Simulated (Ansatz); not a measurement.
Zr (diamond, space group No. 227) at seven volumes, DFT-PBEsol in the program Ansatz with PAW potentials, scaled uniformly. One row is withheld.

| V (Å³/atom) | P (GPa) |
|---|---|
| 26.316 | 4.24 |
| 27.184 | 2.62 |
| 28.051 | 1.20 |
| 28.919 | 0.00 |
| 29.786 | ? |
| 30.654 | -2.12 |
| 31.522 | -3.08 |

Problem. Fit the shown pressures and predict the withheld one.

Solution. Third-order Birch–Murnaghan: P = (3/2)B₀(x^(7/2) − x^(5/2))[1 + (3/4)(B′ − 4)(x − 1)] with x = (V₀/V)^(2/3). Least squares on the six rows gives V₀ = 28.898 Å³/atom, B₀ = 39.72 GPa, B′ = 2.79. At V = 29.786, x = 0.9800 and P = -1.15 GPa. The run itself gave -1.08 GPa.

Space group Fd-3m (diamond). The start of the workflow was typed in or built on a structure type; neither database checked (COD, Materials Project) lists it. It is not the phase usual at ambient conditions (space group No. 194). Symmetry was held in the PBEsol relaxation; its stability against distortions is not shown here. No spin polarisation was allowed. The volume moved by -22 % from the start of the relaxation.

Potentials: the earlier of the program's two PAW sets. The files were generated under PBE; for other functionals the program regenerates the frozen cores, and for LDA and PBEsol the local potential too.
